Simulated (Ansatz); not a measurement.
Al4CoNi3 (P4/mmm) at 2 levels of theory

One geometry, relaxed with PBE; plane waves with PAW potentials in Ansatz, scalar-relativistic. Collinear spin, ending at 0.8 μB a primitive cell. Gaps are the least over mesh and band path; pressure is positive in compression.

```yaml
crystal:
  lattice:
    - [5.75616, 0.00000, 0.00000]
    - [0.00000, 5.75616, 0.00000]
    - [0.00000, 0.00000, 2.90141]
  atoms:
    - { symbol: Al, position: [0.74838, 0.74838, 0.00000] }
    - { symbol: Al, position: [0.74838, 0.25162, 0.00000] }
    - { symbol: Al, position: [0.25162, 0.74838, 0.00000] }
    - { symbol: Al, position: [0.25162, 0.25162, 0.00000] }
    - { symbol: Co, position: [0.50000, 0.50000, 0.50000] }
    - { symbol: Ni, position: [0.00000, 0.00000, 0.50000] }
    - { symbol: Ni, position: [0.00000, 0.50000, 0.50000] }
    - { symbol: Ni, position: [0.50000, 0.00000, 0.50000] }
```

| level | cutoff (eV) | k mesh | gap (eV) | pressure (GPa) | largest moment (μB) |
| --- | --- | --- | --- | --- | --- |
| PBE | 420 | 8×8×14 | 0 | 0.0 | 0.65 |

Task: What comes out on the same cell with r2SCAN?

Result:
```csv
level,cutoff (eV),k mesh,gap (eV),pressure (GPa),largest moment (μB)
r2SCAN,500,8×8×14,0,-4.4,1.07
```

The state reached may not be the lowest one.

The cell was found from a structure generator's guess, not taken from experiment.
